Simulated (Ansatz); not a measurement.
LiNbO$_{2}$ (space group P6_3/mmc)

```yaml
crystal:
  lattice:
    - [2.87039, 0.00000, 0.00000]
    - [-1.43520, 2.48583, 0.00000]
    - [0.00000, 0.00000, 10.22534]
  atoms:
    - { symbol: Li, position: [0.00000, 0.00000, 0.00000] }
    - { symbol: Li, position: [0.00000, 0.00000, 0.50000] }
    - { symbol: Nb, position: [0.33333, 0.66667, 0.75000] }
    - { symbol: Nb, position: [0.66667, 0.33333, 0.25000] }
    - { symbol: O, position: [0.33333, 0.66667, 0.12224] }
    - { symbol: O, position: [0.66667, 0.33333, 0.87776] }
    - { symbol: O, position: [0.66667, 0.33333, 0.62224] }
    - { symbol: O, position: [0.33333, 0.66667, 0.37776] }
```

Calculation: LDA (plane waves to 420 eV, PAW, scalar-relativistic; Ansatz, an electronic-structure program). Harmonic phonons by density-functional perturbation theory on a 10×10×4 k mesh, in cm⁻¹; i marks imaginary ones, q is in fractions of the reciprocal vectors of the cell shown, and the three acoustic modes at Γ are left out. The non-analytic (LO-TO) term is not included, so polar modes at Γ have their transverse values. LiNbO2 is run without spin polarisation and with no Hubbard U. LiNbO2 was relaxed with its symmetry unable to fall.

Q: Is the structure dynamically stable at Γ, M = (0.5, 0.0, 0.0), A = (0.0, 0.0, 0.5), L = (0.5, 0.0, 0.5)?

A: No imaginary mode at these points (lowest 51 cm⁻¹ at A = (0.0, 0.0, 0.5)); other wave vectors were not tested.

Q: List the wavenumbers at Γ, M = (0.5, 0.0, 0.0), A = (0.0, 0.0, 0.5), L = (0.5, 0.0, 0.5), with degeneracies.

A: 
```tsv
q	wavenumbers (cm⁻¹)
Γ	74 (×2), 147, 224 (×2), 234 (×2), 425, 429 (×2), 434 (×2), 466 (×2), 470 (×2), 504, 641, 645, 690, 720
M = (0.5, 0.0, 0.0)	240, 255, 255, 264, 268, 270, 340, 376, 378, 381, 391, 421, 437, 447, 457, 461, 465, 499, 505, 510, 545, 549, 566, 584
A = (0.0, 0.0, 0.5)	51 (×4), 101 (×2), 229 (×4), 431 (×4), 468 (×4), 529 (×2), 668 (×2), 730 (×2)
L = (0.5, 0.0, 0.5)	251 (×2), 255 (×2), 269 (×2), 352 (×2), 381 (×2), 410 (×2), 441 (×2), 462 (×2), 478 (×2), 508 (×2), 547 (×2), 576 (×2)
```
